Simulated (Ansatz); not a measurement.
ZnCu2SnS4 (kesterite type, space group I-4)

```xyz
8
Lattice="-2.7342 2.7342 5.4676 2.7342 -2.7342 5.4676 2.7342 2.7342 -5.4676" Properties=species:S:1:pos:R:3 pbc="T T T"
Cu     0.0000     0.0000     0.0000
Cu     0.0000     2.7342     2.7338
Zn     2.7342     0.0000     2.7338
Sn     0.0000     0.0000     5.4676
S      1.4129     1.4563     4.0525
S      1.3214     1.2779    -1.4151
S      1.4563    -1.4129     6.8826
S      1.2779     4.1471     1.4151
```

The volume is varied about the relaxed value V₀ at fixed cell shape. The atoms relax within the cell's symmetry.

All values below come from PBE (plane waves to 420 eV, PAW, scalar-relativistic; Ansatz, an electronic-structure program). k mesh 9×9×9 (Γ-centred), Fermi-Dirac smearing 0.05 eV. The energy includes the smearing's −TS. Stress and pressure are positive under compression. With the shape held, the modulus is that of even scaling; a crystal free to change shape is softer. At this level the bands of ZnCu2SnS4 touch or barely overlap; measurements give the solid a gap. The PAW data are Ansatz's earlier set. ZnCu2SnS4 is run without spin polarisation. ZnCu2SnS4 was relaxed with its symmetry unable to fall. ΔE is measured from the relaxed starting cell. The last digit holds for this mesh only.

```json
[
 {"V (Å³/atom)": "18.394", "ΔE (meV/atom)": "53.2"},
 {"V (Å³/atom)": "18.905", "ΔE (meV/atom)": "28.4"},
 {"V (Å³/atom)": "19.416", "ΔE (meV/atom)": "12.0"},
 {"V (Å³/atom)": "19.927", "ΔE (meV/atom)": "2.8"},
 {"V (Å³/atom)": "20.438", "ΔE (meV/atom)": "0.0"},
 {"V (Å³/atom)": "20.949", "ΔE (meV/atom)": "2.6"},
 {"V (Å³/atom)": "21.460", "ΔE (meV/atom)": "withheld"},
 {"V (Å³/atom)": "21.971", "ΔE (meV/atom)": "21.2"},
 {"V (Å³/atom)": "22.482", "ΔE (meV/atom)": "36.0"}
]
```

Question: Fit a third-order Birch-Murnaghan form (E₀, V₀, B₀, B₀′ free) to the given rows and predict ΔE at V = 21.460.

Answer: Least squares on the 8 given rows: ΔE = E₀ + (9V₀B₀/16)·y²·[2 + (B₀′ − 4)y], y = (V₀/V)^(2/3) − 1, with V₀ = 20.438 Å³/atom, B₀ = 67.94 GPa (160.2 GPa = 1 eV/Å³; the term in eV is multiplied by 1000), B₀′ = 4.84, E₀ = 0.00 meV/atom; root-mean-square residual 0.02 meV/atom. At 21.460 the fit gives 9.9 meV/atom; the calculation gives 9.9 meV/atom, the same to the digits shown. For the pressure the fit gives -2.9 GPa against the computed -2.9 GPa.

(A scan under strain: stresses follow from slopes of the energy per volume, elastic moduli from its curvatures.)
